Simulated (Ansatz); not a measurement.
The start is a relaxed Rh cell displaced along its unstable phonon at q = (½, 0, ½) of its primitive reciprocal cell (49i cm⁻¹), largest move 0.15 Å. The cell and all atomic positions are relaxed at zero pressure with r2SCAN (plane waves to 500 eV, PAW, scalar-relativistic; Ansatz, a quantum-chemistry and plane-wave program). First-step values are on the input's coarse k-mesh.

Ansatz input (later rounds restart from its end on a renewed k-mesh):
Ansatz 0.2 input:
```yaml
crystal:
  lattice:
    - [8.6073867722, 0.0000000001, 0]
    - [-2.1518466931, 3.7271078025, 0]
    - [4.3036933861, 0, 2.6352336659]
  atoms:
    - { symbol: Rh, position: [0, 0, 0] }
    - { symbol: Rh, position: [0.5, 0, 0] }
    - { symbol: Rh, position: [0.9166666667, 0.6318128826, 0.5] }
    - { symbol: Rh, position: [0.4166666667, 0.7015204507, 0.5] }
    - { symbol: Rh, position: [0.0833333333, 0.2984795493, 0.5] }
    - { symbol: Rh, position: [0.5833333333, 0.3681871174, 0.5] }
basis: { ecutwfc: 500, ecutrho_ratio: 4, xc_grid: 4, fft_grid_basis: typed }
kpoints: { mp_grid: { grid: [12, 12, 12] } }
hamiltonian:
  xc: r2scan
  dispersion: none
  pseudopotentials: { azcp: { folder: ./paw }, kind: paw }
scf: { occupations: { method: fermi_dirac, width: 0.05 } }
relax: { f_tol: 0.01, max_steps: 100, cell: { stress_tol: 0.02 } }
output: { forces: true, stress: true }
```

Q: By how much does the energy per atom fall from start to end?

A: 0.05 eV/atom.

Q: How does the volume change?

A: +0.8 %, from 14.09 to 14.20 Å³/atom.

Q: Is the parent structure recovered?

A: It does not go back: it reaches Ibam (No. 72), 0.05 eV/atom below the parent.

Q: Is the relaxed structure metallic? Give its gap.

A: Zero (metallic).

Q: Give the final cell and atomic positions.

A: 
```cif
data_Rh12
_chemical_formula_sum 'Rh12'
_space_group_name_H-M_alt 'Ibam'
_space_group_IT_number 72
_space_group_name_Hall '-I 2 2c'
_cell_length_a 4.73897
_cell_length_b 6.97262
_cell_length_c 5.15786
_cell_angle_alpha 90.000
_cell_angle_beta 90.000
_cell_angle_gamma 90.000
loop_
_atom_site_label
_atom_site_type_symbol
_atom_site_symmetry_multiplicity
_atom_site_Wyckoff_symbol
_atom_site_fract_x
_atom_site_fract_y
_atom_site_fract_z
_atom_site_occupancy
Rh1 Rh 4 a 0.00000 0.00000 0.25000 1
Rh2 Rh 8 j 0.08307 0.32739 0.00000 1
```
(The calculation used a cell of 6 atoms; values per cell refer to that cell.)

Final values are on a 13×13×13 k-mesh of the relaxed cell. No spin polarisation in the result.

The run could not lose the symmetry of its start, so the end can be a saddle point.

The relaxed structure here is a generated cell of Rh: the first start was made by placing the elements on the sites of a structure type, and the end was not matched to a known phase here, so it may be hypothetical. Known forms of Rh include space group No. 225.
